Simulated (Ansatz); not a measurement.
From the elastic tensor of CuMo7 to moduli and sound speeds

Method: DFT PBE, scalar-relativistic, plane waves, PAW in Ansatz. Plane waves to 420 eV; Γ-centred k mesh 12×12×2; Gaussian smearing of 0.10 eV. No spin polarisation.

Space group Cmmm (No. 65), orthorhombic, a = 3.168 Å, b = 4.396 Å, c = 17.696 Å. Cu is surrounded by 4 Mo at 2.65 Å, 4 Cu at 2.71 Å, 4 Mo at 3.06 Å and 2 Cu at 3.17 Å; Mo on a site of symmetry mm2 has 8 Mo at 2.71–2.76 Å and 6 Mo at 3.15–3.17 Å; Mo on a site of symmetry mmm is surrounded by 8 Mo at 2.71–2.76 Å and 6 Mo at 3.15–3.17 Å; Mo on a second site of symmetry mm2 has 2 Cu at 2.65 Å, 6 Mo at 2.71–2.72 Å, 2 Cu at 3.06 Å and 4 Mo at 3.12–3.17 Å; Mo on a third site of symmetry mm2 is surrounded by 8 Mo at 2.71–2.75 Å and 6 Mo at 3.12–3.17 Å.

The structure comes from a proposed guess, relaxed at this level; another structure or a mixture of phases may lie lower. In a metal, frequencies and elastic constants depend on the k mesh and the smearing, soft modes and shear constants most.

Relaxed-ion constants (GPa, on the Cartesian axes of the calculation):
```
441.3 151.7 158.1   0.0   0.0   0.0
151.6 389.3 169.6   0.0   0.0   0.0
157.9 169.5 360.7   0.0   0.0   0.0
  0.0   0.0   0.0  44.5   0.0   0.0
  0.0   0.0   0.0   0.0 100.4   0.0
  0.0   0.0   0.0   0.0   0.0 120.0
```

Density 9.910 g/cm³; 8 atoms in 123.19 Å³.

With S = C⁻¹: B_V = (C11+C22+C33+2(C12+C13+C23))/9, G_V = (C11+C22+C33−C12−C13−C23+3(C44+C55+C66))/15, 1/B_R = S11+S22+S33+2(S12+S13+S23), 15/G_R = 4(S11+S22+S33−S12−S13−S23)+3(S44+S55+S66); Hill is their mean. Then v_l = √((B+4G/3)/ρ), v_t = √(G/ρ), v_m = [(2/v_t³+1/v_l³)/3]^(−1/3) and Θ = (ħ/k_B)·v_m·(6π²n/V)^(1/3) for n atoms in the volume V; E = 9BG/(3B+G), ν = (3B−2G)/(2(3B+G)) and A^U = 5G_V/G_R + B_V/B_R − 6.

* Bulk modulus, Voigt / Reuss / Hill: 238.9 / 238.0 / 238.4 GPa
* Shear modulus, Voigt / Reuss / Hill: 100.4 / 86.2 / 93.3 GPa
* Young's modulus: 248 GPa
* Poisson ratio: 0.327
* Pugh ratio B/G: 2.55 (over 1.75, the rule of thumb for ductile)
* Universal anisotropy index: 0.83
* Longitudinal and transverse sound speeds: 6051 and 3069 m/s
* Debye temperature from the mean sound speed: 412 K
